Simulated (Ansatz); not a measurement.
Starting cell, BN (zinc blende):

```xyz
4
Lattice="0.0000 3.6247 3.6247 1.8124 1.8124 3.6247 1.8124 1.8124 0.0000" Properties=species:S:1:pos:R:3 pbc="T T T"
N      2.7185     6.3433     6.3433
N      2.7185     4.5309     4.5309
B      0.0000     0.0000     0.0000
B      1.8124     3.6247     5.4371
```

The atoms are displaced by Q × the pattern below (from a DFPT mode at X = (0.5, 0.5, 0.0), largest move 1; Q in Å), at fixed cell. It is one choice among 2 degenerate patterns. (q is in reciprocal vectors of the primitive cell; the cell shown is doubled to hold the pattern.)

| atom | x | y | z |
|---|---|---|---|
| N1 | 0.000 | -0.889 | 0.000 |
| N2 | 0.000 | 0.889 | 0.000 |
| B3 | -1.000 | 0.000 | 0.000 |
| B4 | 1.000 | 0.000 | 0.000 |

Calculation: PBE (plane waves to 420 eV, PAW, scalar-relativistic; Ansatz, an electronic-structure program). k mesh 16×16×16 (Γ-centred), Fermi-Dirac smearing 0.05 eV. The energy includes the smearing's −TS. Stress and pressure are positive under compression. BN was relaxed with its symmetry unable to fall. The zero of ΔE is the undisplaced structure.

```json
[
 {"Q (Å)": "-0.100", "P (GPa)": "-0.34", "ΔE (meV/cell)": "…"},
 {"Q (Å)": "-0.083", "P (GPa)": "-0.25", "ΔE (meV/cell)": "…"},
 {"Q (Å)": "-0.067", "P (GPa)": "-0.16", "ΔE (meV/cell)": "…"},
 {"Q (Å)": "-0.050", "P (GPa)": "-0.10", "ΔE (meV/cell)": "…"},
 {"Q (Å)": "-0.033", "P (GPa)": "-0.05", "ΔE (meV/cell)": "43"},
 {"Q (Å)": "-0.017", "P (GPa)": "-0.02", "ΔE (meV/cell)": "11"},
 {"Q (Å)": "0.000", "P (GPa)": "-0.01", "ΔE (meV/cell)": "0"},
 {"Q (Å)": "0.017", "P (GPa)": "-0.02", "ΔE (meV/cell)": "11"},
 {"Q (Å)": "0.033", "P (GPa)": "-0.05", "ΔE (meV/cell)": "43"},
 {"Q (Å)": "0.050", "P (GPa)": "-0.10", "ΔE (meV/cell)": "…"},
 {"Q (Å)": "0.067", "P (GPa)": "-0.16", "ΔE (meV/cell)": "…"},
 {"Q (Å)": "0.083", "P (GPa)": "-0.25", "ΔE (meV/cell)": "…"},
 {"Q (Å)": "0.100", "P (GPa)": "-0.34", "ΔE (meV/cell)": "…"}
]
```

**Question.** Complete the blanks.

**Answer.** 
- -0.100, ΔE (meV/cell): 387
- -0.083, ΔE (meV/cell): 269
- -0.067, ΔE (meV/cell): 172
- -0.050, ΔE (meV/cell): 97
- 0.050, ΔE (meV/cell): 97
- 0.067, ΔE (meV/cell): 172
- 0.083, ΔE (meV/cell): 269
- 0.100, ΔE (meV/cell): 387

(For displaced atoms, the force is minus the slope of the energy, and its curvature is a force constant, which sets phonon frequencies.)
